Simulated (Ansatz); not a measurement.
Relaxed-ion elastic tensor of Nb (fcc (Cu type), Fm-3m) in GPa (Voigt order), plane-wave PAW r²SCAN (Ansatz code); density 8.25 g/cm³, 18.70 Å³ per atom.

```
-21.7    263    263    0.0    0.0    0.0
  263  -21.7    263    0.0    0.0    0.0
  263    263  -21.7    0.0    0.0    0.0
  0.0    0.0    0.0  -48.3    0.0    0.0
  0.0    0.0    0.0    0.0  -48.3    0.0
  0.0    0.0    0.0    0.0    0.0  -48.3
```

### Question
Is the crystal mechanically stable?

### Answer
No: the smallest eigenvalue of C is -285 GPa.

The workflow started from an entry of the Crystallography Open Database (COD), which files this formula under 2 space groups. It is not the phase usual at ambient conditions (space group No. 229). The r²SCAN relaxation kept the symmetry of its start. At this level the phase is mechanically unstable. No spin polarisation was allowed. As this level gives no gap, shear constants depend on the k-mesh and smearing (Fermi–Dirac, 0.1 eV here).

Potentials: the earlier of the program's two PAW sets.
